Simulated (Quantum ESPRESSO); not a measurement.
# Planted mistakes on one cell of Ga2InAlP4

These are calculations, not measurements. They come from pw.x of Quantum ESPRESSO 7.5, a plane-wave density functional program, with PseudoDojo standard norm-conserving files (v0.5 for PBE, v0.4.1 for LDA and PBEsol). The cells are made up: elements, strain and atom displacements were drawn at random, and nothing was relaxed. There is no spin polarisation, spin-orbit coupling or dispersion term.

The cell has 8 sites of a zincblende or diamond lattice. Sites 1 to 4 hold Ga Ga In Al; sites 5 to 8 hold P P P P. Cell vectors in Å: (5.604, 0.018, 0.077); (0.018, 5.701, 0.031); (0.077, 0.031, 5.641). Settings: PBE, cutoff 1088 eV, 4 x 4 x 4 k mesh shifted by half a step, Fermi-Dirac smearing of 0.025 eV.

The intended run has a self-consistency threshold of 1e-07 eV, a smearing term of 0.000 eV, a pressure of 1.32 GPa and 10 iterations. Each further run changes one thing: all lengths scaled by 1.0072; atoms of sites 2 and 6 exchanged; cutoff 782 eV; files of PBEsol; k mesh 1 x 1 x 1; one electron removed; smearing 0.85 eV; threshold 0.3 eV. A coarse mesh keeps the shift, and a charged cell sits in a uniform background.

| run | change of free energy (eV) | smearing term -TS (eV) | change of P (GPa) | largest change of a force component (eV/Å) | iterations |
| --- | --- | --- | --- | --- | --- |
| A | 11.459 | 0.000 | -2.50 | 0.144 | 10 |
| B | -1.858 | -5.884 | 2.63 | 0.290 | 11 |
| C | 2.762 | -0.007 | 1.57 | 1.639 | 11 |
| D | 0.024 | 0.000 | 0.55 | 1.693 | 3 |
| E | -0.013 | 0.000 | -1.53 | 0.145 | 10 |
| F | 2.388 | 0.000 | -20.17 | 0.004 | 10 |
| G | 7.903 | 0.000 | 5.03 | 0.740 | 11 |
| H | -5.985 | -0.007 | -9.89 | 0.232 | 11 |

A rerun of the intended cell at 1377 eV and k mesh 6 x 6 x 6 moved values by no more than 0.008 eV in the cell's energy, 0.02 GPa in stress and 0.002 eV/Å in force.

Question: which change belongs to which run?

## Worked reading

Run D has the fewest iterations, as a run stopped early does. Run B has the largest smearing term, as wide smearing gives. Run F has a higher energy and the largest fall in pressure, as too small a basis gives. Run E changes the volume by a factor of 1.0218; minus its pressure change over the logarithm of that factor, 71 GPa, is a rough bulk modulus with clamped atoms. Energies from files of another functional, or of a charged cell, have another zero and say nothing on stability; the pressure of a charged cell rests on the program's zero of potential too.

## Key

```
run                            change
  A                   files of PBEsol
  B                  smearing 0.85 eV
  C  atoms of sites 2 and 6 exchanged
  D                  threshold 0.3 eV
  E      all lengths scaled by 1.0072
  F                     cutoff 782 eV
  G                  k mesh 1 x 1 x 1
  H              one electron removed
```